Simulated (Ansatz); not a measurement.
C in space group R-3 (No. 148; C on 18f, C on 6c), the program Ansatz at the PBE level (PAW). The conduction-band minimum lies at L, with 3 equivalent valleys. Second derivatives d²E/dk² of the lowest band at one valley (eV·Å²), along Cartesian directions:

| direction | d²E/dk² |
|---|---|
| [100] | 11.30 |
| [010] | 24.97 |
| [001] | 11.16 |
| [110] | 8.833 |
| [101] | 10.41 |
| [011] | 14.27 |

**Question.** Find the principal effective masses, the density-of-states mass and the conductivity mass.

**Answer.** Off-diagonal terms follow from H_xy = H[110] − (H_xx + H_yy)/2, and m*/mₑ = 7.620 eV·Å² over each eigenvalue: 0.25, 0.65, 1.4. One valley's DOS mass (m₁m₂m₃)^(1/3) = 0.61, conductivity mass 3/(Σ 1/mᵢ) = 0.48 mₑ.

**Question.** What effective density of states Nc follows at 300 K for parabolic valleys?

**Answer.** Nc = 2.509e19 × 3 × (0.61)^(3/2) ≈ 3.6e19 cm⁻³.

The start of the workflow was typed in or built on a structure type; neither database checked (COD, Materials Project) lists it. It is not the phase usual at ambient conditions (space group No. 194, 227). The cell was relaxed with PBE under the symmetry of its start; its stability against distortions is not shown here. The volume moved by -17 % from the start of the relaxation.

Potentials: the earlier of the program's two PAW sets.

Edges and masses are those of Kohn–Sham bands, whose gap is no quasiparticle gap.
